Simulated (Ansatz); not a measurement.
Relaxed-ion elastic tensor of Mg (hcp (Mg type), P6_3/mmc) in GPa (Voigt order), plane-wave PAW PBE+D3(BJ) (Ansatz code); density 1.86 g/cm³, 21.70 Å³ per atom.

|  | 1 | 2 | 3 | 4 | 5 | 6 |
|---|---|---|---|---|---|---|
| 1 | 68.9 | 27.9 | 22.0 | 0.0 | 0.0 | 0.0 |
| 2 | 27.9 | 68.9 | 22.0 | 0.0 | 0.0 | 0.0 |
| 3 | 22.0 | 22.0 | 79.2 | 0.0 | 0.0 | 0.0 |
| 4 | 0.0 | 0.0 | 0.0 | 21.7 | 0.0 | 0.0 |
| 5 | 0.0 | 0.0 | 0.0 | 0.0 | 21.7 | 0.0 |
| 6 | 0.0 | 0.0 | 0.0 | 0.0 | 0.0 | 20.5 |

Problem. Is the crystal mechanically stable?

Solution. Yes: the smallest eigenvalue of C is 20.5 GPa.

Problem. Work out the Voigt, Reuss and Hill averages.

Solution. K_V = 40.1, K_R = 40.1, K_H = 40.1; G_V = 22.5, G_R = 22.2, G_H = 22.3 GPa.

Problem. Give Young's modulus, Poisson's ratio, Pugh's ratio and the universal anisotropy index.

Solution. E = 9KG/(3K + G) = 56.4 GPa; ν = 0.27; K/G = 1.80 (near the Pugh limit of 1.75, no verdict); A_U = 5G_V/G_R + K_V/K_R − 6 = 0.07.

Problem. Estimate the sound speeds and the Debye temperature.

Solution. v_l = √((K + 4G/3)/ρ) = 6130 m/s, v_t = √(G/ρ) = 3460 m/s, mean 3850 m/s; Θ = (h/k)(3n/4πV)^(1/3) v_m = 411 K.

Problem. Solve the Christoffel equation for the three sound speeds along x, y, z.

Solution. Eigenvalues of C_ijkl n_j n_l equal ρv². In km/s, slowest first: x 3.32, 3.41, 6.09; y 3.32, 3.41, 6.09; z 3.41, 3.41, 6.53.

Problem. How much does each axis shrink under pressure?

Solution. Linear compressibilities β_i = Σ_j S_ij (j = 1 to 3): x 8.5, y 8.5, z 7.9 per TPa.

Symmetry was held in the PBE+D3(BJ) relaxation. The pairwise dispersion correction was not fitted to metals. As this level gives no gap, shear constants depend on the k-mesh and smearing (Fermi–Dirac, 0.1 eV here). On the denser mesh and wider smearing of the elastic run this cell carries a stress of 0.5 GPa.

Potentials: the later of the program's two PAW sets.
